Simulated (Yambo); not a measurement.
Yambo run on N (space group Pa-3, No. 205). The wavefunctions are norm-conserving PBEsol (Quantum ESPRESSO, 84 Ry, no spin-orbit coupling) ones on a 2×2×2 mesh (20 occupied bands); a = b = c = 5.5605 Å, α = β = γ = 90.00°.

Yambo input:

```
rim_cut
gw0
dyson
el_el_corr
HF_and_locXC
ppa
em1d
RandQpts= 1000000
RandGvec= 1 Ry
EXXRLvcs= 84 Ry
VXCRLvcs= 336 Ry
Chimod= "HARTREE"
% BndsRnXp
 1 | 304 |
%
NGsBlkXp= 7 Ry
% LongDrXp
 1.0 | 1.0 | 1.0 |
%
PPAPntXp= 27.2114 eV
% GbndRnge
 1 | 304 |
%
GTermKind= "BG"
DysSolver= "n"
ExtendOut
% QPkrange
 1 | 1 | 20 | 21 |
 2 | 2 | 20 | 20 |
%
```

k points by index: 1 = Γ, 2 = X.

Table of the .qp output:

```
#    K-point    Band    Eo [eV]    E [eV]    E-Eo [eV]    Vxc [eV]    Vnlxc [eV]    Sc|Eo [eV]    Sc|E [eV]    dSc/dw|Eo [eV]    Re(Z)    Im(Z)
#
    1    20    -0.029547    -3.035790    -3.006243    -17.27213    -23.71100    2.872874    3.432625    -5.066487    0.843034    -0.908745E-3
    1    21    7.211273    10.49478    3.283507    -13.61822    -7.843966    -2.007482    -2.490744    -4.004867    0.871705    -0.749452E-3
    2    20    0.000000    -2.998479    -2.998479    -17.36280    -23.78973    2.868846    3.428449    -5.078259    0.842727    -0.917690E-3
```
(The two width columns are left out.) Convergence of these settings isn't established.

Geometry of the Materials Project entry, not relaxed at this level.
